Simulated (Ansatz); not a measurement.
YGe:
```
CELL_PARAMETERS angstrom
      7.03905     0.00000     0.00000
     -3.51953     6.09600     0.00000
      0.00000     0.00000     4.11653
ATOMIC_POSITIONS crystal
  Y  0.50000 0.00000 0.00000
  Y  0.50000 0.50000 0.00000
  Y  0.00000 0.50000 0.00000
  Ge 0.00000 0.00000 0.00000
  Ge 0.33333 0.66667 0.50000
  Ge 0.66667 0.33333 0.50000
```

Relaxed with PBE. Special points in fractions of this cell's reciprocal vectors: Γ (0.000, 0.000, 0.000); M (0.500, 0.000, 0.000); K (0.333, 0.333, 0.000); A (0.000, 0.000, 0.500); L (0.500, 0.000, 0.500); H (0.333, 0.333, 0.500).

Task: List the band energies nearest the Fermi level at these points for PBE (plane waves, PAW; program Ansatz).

Result: In eV from the Fermi level; about four levels below and three above (degenerate sets whole), none deeper than 8.9 eV; points with the same levels are listed once.

```csv
k,below,above
Γ,-1.57 -1.07 -1.07 -0.30,0.81 0.81 1.05
M,-0.99 -0.39 -0.37 -0.21,0.05 0.36 1.57
K,-0.64 -0.64 -0.24 -0.24 -0.14,1.05 1.05 1.54
A,-0.58 -0.50 -0.20 -0.20,0.13 0.13 0.40 0.40
L,-0.82 -0.56 -0.49 -0.27,0.51 1.31 1.86
H,-0.78 -0.78 -0.67 -0.67 -0.18,0.59 1.24 2.52 2.52
```

Space group P6/mmm. The cell is a constructed one: a structure type filled with these elements; neither database checked (COD, Materials Project) lists it. Its standing as an ambient phase is unchecked. The cell was relaxed with PBE under the symmetry of its start; its stability against distortions is not shown here. No spin polarisation was allowed. Spin–orbit coupling is left out wherever it is not named.

Potentials: the later of the program's two PAW sets.
